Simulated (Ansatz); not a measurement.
MgAlCrS₄ — quadrupolar parameters

The cell is a computed structure from the Materials Project (it need not be an observed phase).

```
Mg Al Cr S
1.0
    -3.60444    3.62977    5.11590
     3.60444   -3.62977    5.11590
     3.60444    3.62977   -5.11590
Mg Al Cr S
2 2 2 8
Direct
  0.37599 0.62599 0.75000
  0.62401 0.37401 0.25000
  0.00000 0.50000 0.00000
  0.00000 0.00000 0.50000
  0.00000 0.00000 0.00000
  0.50000 0.00000 0.50000
  0.23701 0.21104 0.47403
  0.76192 0.23738 0.52455
  0.21283 0.23738 0.97545
  0.76299 0.23702 0.97403
  0.78717 0.76262 0.02455
  0.23701 0.76298 0.02597
  0.76299 0.78896 0.52597
  0.23808 0.76262 0.47545
```

Sites (sets of like atoms) are named by element and the number of their first atom in this list.

Method: Kohn–Sham DFT in Ansatz, PBE+U (U = 2.5 eV on Cr d), plane waves and PAW, scalar-relativistic, collinear spin, 420 eV cutoff, Γ-centred 6×6×6 k-points, Fermi–Dirac smearing 0.02 eV. Start moments as typed (μB): 0 0 0 0 3 -3 0 0 0 0 0 0 0 0 by atom.

Conventions: |V_zz| ≥ |V_yy| ≥ |V_xx|, η = (V_xx − V_yy)/V_zz, C_Q = eQV_zz/h.

Mg-25: I = 5/2, Q = 199.4 mb; Al-27: I = 5/2, Q = 146.6 mb; 53Cr: I = 3/2, Q = -150.0 mb; 33S: I = 3/2, Q = -69.40 mb. Nuclear quadrupole moments: year-2017 set (Pyykkö).

```csv
site,atoms (order as listed),first shell,"V_xx, V_yy, V_zz (10²¹ V/m²)",η,C_Q (MHz)
Mg,"1, 2",4 S at 2.43–2.45 Å,"-0.010, -0.072, 0.082",0.76,0.394
Al,"3, 4",6 S at 2.43–2.44 Å,"0.18, 0.22, -0.41",0.10,-1.45
Cr,"5, 6",6 S at 2.43–2.44 Å,"0.28, 0.37, -0.65",0.14,2.35
S7,"7, 10, 12, 13","1 Al at 2.43 Å, 2 Cr at 2.43 Å, 1 Mg at 2.45 Å","0.66, 1.01, -1.66",0.21,2.79
S8,"8, 9, 11, 14","1 Mg at 2.43 Å, 1 Cr at 2.44 Å, 2 Al at 2.44 Å","-0.11, -1.47, 1.57",0.87,-2.64
```

The largest force is 0.3 eV/Å, so the atoms aren't at the calculated equilibrium and relaxing them would move these values. Runs of this kind can end above the lowest electronic state. The magnetic order is the one that the run reached from its start moments, not necessarily the measured one; the program found signs of a lower order.
